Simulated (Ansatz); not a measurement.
C:
```
C
1.0
   -2.23466     2.23466     2.23466
    2.23466    -2.23466     2.23466
    2.23466     2.23466    -2.23466
C
8
Cartesian
 -0.41783   1.81682   0.41783
 -0.41783   0.41783   2.65249
  0.41783  -0.41783   1.81682
  2.65249  -0.41783   0.41783
  1.81682   0.41783  -0.41783
  0.41783   2.65249  -0.41783
  0.41783   0.41783   0.41783
  1.81682   1.81682   1.81682
```

Relaxed with r²SCAN. Special points in fractions of this cell's reciprocal vectors: Γ (0.000, 0.000, 0.000); H (0.500, -0.500, 0.500); N (0.000, 0.000, 0.500); P (0.250, 0.250, 0.250).

Problem. List the band energies nearest the valence-band maximum at these points for DFT-r²SCAN in the program Ansatz with PAW potentials.

Solution. In eV from the valence-band maximum; about four levels below and three above (degenerate sets whole), none deeper than 8.9 eV; points with the same levels are listed once.

| k | below | above |
|---|---|---|
| Γ | -6.90 -6.90 -6.90 -2.81 -2.05 -2.05 | 5.59 5.59 5.59 |
| H | -4.15 -4.15 -4.15 0.00 0.00 0.00 | 2.72 7.85 7.85 7.85 |
| N | -4.17 -4.17 -2.38 -2.38 | 4.30 4.30 7.24 7.24 |
| P | -5.61 -5.61 -5.61 -5.61 | 6.57 6.57 6.57 6.57 |

Space group Ia-3. The start of the workflow was typed in or built on a structure type; neither database checked (COD, Materials Project) lists it. It is not the phase usual at ambient conditions (space group No. 194, 227). The cell was relaxed with r²SCAN under the symmetry of its start; its stability against distortions is not shown here.

Potentials: the earlier of the program's two PAW sets.
